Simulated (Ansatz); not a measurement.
## NaMgF3: pressure against volume

NaMgF3, Pm-3m, a = 3.887 Å. The structure is a COD entry; whether it is the stable form wasn't checked. Ansatz: r2SCAN, PAW, 500 eV, Γ-centred 6×6×6 mesh on 5 atoms, Gaussian smearing 0.02 eV; no spin polarisation. Symmetry fixes shape and atoms, so the cell is only scaled; pressure is positive in compression.

| V (Å³/atom) | P (GPa) |
| --- | --- |
| 10.339 | ? |
| 10.692 | 9.15 |
| 11.044 | 5.59 |
| 11.397 | 2.57 |
| 11.749 | 0.00 |
| 12.102 | -2.20 |
| 12.454 | -4.07 |
| 12.924 | -6.14 |

Q: Take V0 = 11.749 Å³/atom, fit the third-order Birch–Murnaghan form to the other rows, and predict the missing pressure.

A: With the Eulerian strain f = ½[(V0/V)^(2/3) − 1] and y = P/[3f(1 + 2f)^(5/2)], the form is the line y = B0 + 1.5 B0 (B0′ − 4) f. Rows (f, y): 0.03243, 80.4; 0.02106, 79.8; 0.01024, 79.5; -0.00977, 78.9; -0.01905, 78.5; -0.03078, 77.9. Means f = 0.0006883, y = 79.167; Σ(Δf)² = 0.003003, ΣΔfΔy = 0.1110; the slope is their ratio. y = 79.14 + 36.98 f GPa, so B0 = 79.1 GPa and B0′ = 4 + 2 × (36.98)/(3 × 79.14) = 4.31. At V = 10.339, f = 0.04448, y = 80.78 and P = 13.34 GPa. The run gave 13.34 GPa, the same to the digits shown.

Symmetry holds off the tilts and polar distortions that many cubic perovskites undergo.

Cost: 8 runs of about 0.86 core-minutes in all, on Arm Neoverse V1 (shared hosts).